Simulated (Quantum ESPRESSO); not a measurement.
Kohn-Sham bands of MgBr2 (CdI2 type)

```
MgBr2
1.0
    3.85747     0.00000     0.00000
   -1.92873     3.34067     0.00000
    0.00000     0.00000     6.40192
Mg Br
1 2
Direct
  0.00000   0.00000   0.00000
  0.33333   0.66667   0.23348
  0.66667   0.33333   0.76652
```

Materials Project entry mp-30034; symmetrised, unrelaxed at this level. COD (Crystallography Open Database) has an entry of this formula and space group (matched by these alone). Computed values, not measurements, from PBEsol: Quantum ESPRESSO (norm-conserving PseudoDojo potentials, cutoff 68 Ry, no spin polarisation, no spin-orbit coupling) on a Γ-centred 12×12×6 mesh, then Wannier90. Density: 12×12×6 mesh, cold smearing 0.01 Ry. The cell is built of weakly bound layers, chains or molecules, whose nearest atoms lie 4.07 Å apart. Database cells relaxed without dispersion often hold them too far apart, which can enlarge gaps and weakens couplings between them; spacing and stacking were not compared with the measured crystal. Spin-orbit coupling, left out, would split the p-like bands by a few tenths of an eV.

**Question.** List the Kohn-Sham levels between −8 and 7.2 eV relative to the valence-band maximum at the high-symmetry points, as a band run of pw.x on that density gives them (levels within 2 meV counted together).

**Answer.** 
```
point  k (reciprocal lattice)                                                 levels (eV)
-----  ----------------------  ----------------------------------------------------------
Γ           0.000 0.000 0.000             -3.30, -0.54 (×2), -0.14 (×2), 0.00, 4.20, 5.79
M           0.500 0.000 0.000  -3.45, -2.75, -1.59, -1.33, -0.75, -0.49, 5.31, 6.58, 7.09
K           0.333 0.333 0.000                  -3.11, -2.36 (×2), -1.73, -1.00 (×2), 5.86
A           0.000 0.000 0.500            -2.65, -1.15, -0.47 (×2), -0.21 (×2), 5.33, 5.76
L           0.500 0.000 0.500        -3.52, -3.05, -1.21, -1.03, -0.69, -0.65, 5.20, 6.40
H           0.333 0.333 0.500                  -2.97, -2.65 (×2), -1.98, -0.51 (×2), 6.57
```
